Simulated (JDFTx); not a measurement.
System: Ge(111) (Fd-3m bulk; lattice of mp-32, not re-optimised at this level), (1×1) cell of 10 atoms in 10 planes, area 13.94 Å² a face, 13.9 Å between the outermost planes in a cell 32.9 Å high; k mesh 6×6×1, Fermi width 0.003 Ha, no spin polarisation. Both faces carry H (1.00 monolayer).

Method: PBE, GBRV ultrasoft potentials, plane waves to 20/100 Ha, in JDFTx (a modified build). Every dangling bond of both faces is capped, first by H, then by another group, relaxed in vacuum within this cell and the start's symmetry. The exchange energy is per site, for replacing H by the other cap, each cap being drawn from gas molecules at the same level (H: ½ E(H2); CH3: E(CH4) − ½ E(H2)). In reaction energies these potentials put H₂ about 0.03 eV too high against large-basis PBE. Liquid: CANDLE, water, 0.5 M KCl; edges there are measured from the bulk electrolyte. The edges are semilocal Kohn-Sham levels of this thin slab, taken over the k mesh, and may belong to surface states. These are electronic energies without vibrational corrections. Spin-orbit coupling is left out, which can move the edges for the heavier elements here.

```csv
cap,exchange energy (eV),"valence edge, vacuum (eV)","conduction edge, vacuum (eV)","valence edge, liquid (eV)","conduction edge, liquid (eV)"
H,0,-4.33,-3.99,-4.10,-3.77
CH3,[?],[?],[?],[?],[?]
```

**Question.** Some entries are withheld; supply them.

**Answer.** 
- CH3, exchange energy (eV): 0.56
- CH3, valence edge, vacuum (eV): -3.55
- CH3, conduction edge, vacuum (eV): -3.25
- CH3, valence edge, liquid (eV): -3.35
- CH3, conduction edge, liquid (eV): -3.05
